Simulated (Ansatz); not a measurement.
Input, command and steps of an Ansatz relaxation.

```yaml
crystal:
  lattice:
    - [3.9067524687, 0.0, 0.0]
    - [0.0, 3.9067524687, 0.0]
    - [0.0, 0.0, 3.9067524687]
  atoms:
    - { symbol: Ru, position: [0.0, 0.0, 0.0] }
    - { symbol: W, position: [0.0, 0.5, 0.5] }
    - { symbol: W, position: [0.5, 0.0, 0.5] }
    - { symbol: W, position: [0.5, 0.5, 0.0] }
basis:
  ecutwfc: 420
kpoints:
  mp_grid: { grid: [4, 4, 4] }
hamiltonian:
  xc: pbe
scf:
  occupations: { method: gaussian, width: 0.1 }
  lower_state_search: "off"
output:
  forces: true
  stress: true
  eigenvalues: true
relax:
  adjacent_minimum: "off"
  f_tol: 0.04
  max_steps: 70
  cell: { stress_tol: 0.4 }
```

```bash
ansatz run input.yaml --threads 1 --pin off --max-ram 2560MiB --backend cpu --events-out ev --progress --plain --runs-dir out
```

All numbers below come from DFT PBE, scalar-relativistic, plane waves, PAW in Ansatz.

Of 5 frames 5 are shown, positions in Å and forces in eV/Å; the SCF threshold varies from step to step. Steps run on the plane waves of an earlier cell, with a Pulay correction in the pressure. The basis is chosen afresh for the last frame, the zero of the energies, and at times for earlier ones too; energy and pressure step there, also at an unchanged geometry. The mark taken_back stands on steps that the optimiser undid.

```xyz
4
Lattice="3.9068 0.0000 0.0000 0.0000 3.9068 0.0000 0.0000 0.0000 3.9068" Properties=species:S:1:pos:R:3:forces:R:3 pbc="T T T" step=1 free_energy_over_end_meV_per_atom=39.79 pressure_GPa=17.04
Ru    0.0000    0.0000    0.0000    0.0000    0.0000    0.0000
W     0.0000    1.9534    1.9534    0.0000    0.0000    0.0000
W     1.9534    0.0000    1.9534    0.0000    0.0000    0.0000
W     1.9534    1.9534    0.0000    0.0000    0.0000    0.0000
4
Lattice="4.0972 0.0000 0.0000 0.0000 4.0972 0.0000 0.0000 0.0000 4.0972" Properties=species:S:1:pos:R:3:forces:R:3 pbc="T T T" step=2 free_energy_over_end_meV_per_atom=114.58 pressure_GPa=-22.27 taken_back
Ru    0.0000    0.0000    0.0000    0.0000    0.0000    0.0000
W     0.0000    2.0486    2.0486    0.0000    0.0000    0.0000
W     2.0486    0.0000    2.0486    0.0000    0.0000    0.0000
W     2.0486    2.0486    0.0000    0.0000    0.0000    0.0000
4
Lattice="3.9849 0.0000 0.0000 0.0000 3.9849 0.0000 0.0000 0.0000 3.9849" Properties=species:S:1:pos:R:3:forces:R:3 pbc="T T T" step=3 free_energy_over_end_meV_per_atom=1.37 pressure_GPa=-2.40
Ru    0.0000    0.0000    0.0000    0.0000    0.0000    0.0000
W     0.0000    1.9925    1.9925    0.0000    0.0000    0.0000
W     1.9925    0.0000    1.9925    0.0000    0.0000    0.0000
W     1.9925    1.9925    0.0000    0.0000    0.0000    0.0000
4
Lattice="3.9743 0.0000 0.0000 0.0000 3.9743 0.0000 0.0000 0.0000 3.9743" Properties=species:S:1:pos:R:3:forces:R:3 pbc="T T T" step=4 free_energy_over_end_meV_per_atom=0.34 pressure_GPa=-0.06
Ru    0.0000    0.0000    0.0000    0.0000    0.0000    0.0000
W     0.0000    1.9871    1.9871    0.0000    0.0000    0.0000
W     1.9871    0.0000    1.9871    0.0000    0.0000    0.0000
W     1.9871    1.9871    0.0000    0.0000    0.0000    0.0000
4
Lattice="3.9743 0.0000 0.0000 0.0000 3.9743 0.0000 0.0000 0.0000 3.9743" Properties=species:S:1:pos:R:3:forces:R:3 pbc="T T T" step=5 free_energy_over_end_meV_per_atom=0.00 pressure_GPa=-0.07
Ru    0.0000    0.0000    0.0000    0.0000    0.0000    0.0000
W     0.0000    1.9871    1.9871    0.0000    0.0000    0.0000
W     1.9871    0.0000    1.9871    0.0000    0.0000    0.0000
W     1.9871    1.9871    0.0000    0.0000    0.0000    0.0000
```

The start puts this composition into another compound's structure type, which needn't suit it. At the end the space group is Pm-3m (tolerance 0.05 Å).

It took 4.2 s on 1 thread of Intel(R) Xeon(R) 6975P-C (Granite Rapids), on a shared host, peak memory 0.38 GiB.

The k mesh is coarse. Spin–orbit coupling is left out, which can shift energies with elements as heavy as these.